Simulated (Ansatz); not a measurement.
Question: Each is relaxed and computed with plane-wave PAW r²SCAN (Ansatz code). Which is the only one with a gap?
A. Si3Bi4O12, I-43d (Si on 12a, Bi on 16c, O on 48e)
B. NbSiAs, P4/nmm (As on 2c, Si on 2a, Nb on 2c)
C. TiSi, rock salt
D. SiGe, P-6m2 (Ge on 1a, Si on 1f)

Answer: A, Si3Bi4O12, I-43d (Si on 12a, Bi on 16c, O on 48e). Si3Bi4O12: gap 4.57 eV (indirect); NbSiAs: metal; TiSi: metal; SiGe: metal. Constructed cells (a structure type filled with these elements, in neither database checked): TiSi, rock salt; SiGe, P-6m2 (Ge on 1a, Si on 1f). Standing as an ambient phase not checked: Si3Bi4O12, I-43d (Si on 12a, Bi on 16c, O on 48e); NbSiAs, P4/nmm (As on 2c, Si on 2a, Nb on 2c). All cells were relaxed under the symmetry of their starts (and spin orders); stability against distortions was not tested throughout. Rows with no word on spin ran without spin polarisation. Scalar-relativistic: spin–orbit coupling is off unless named, which matters more the heavier the elements.

Potentials: the later of the program's two PAW sets.
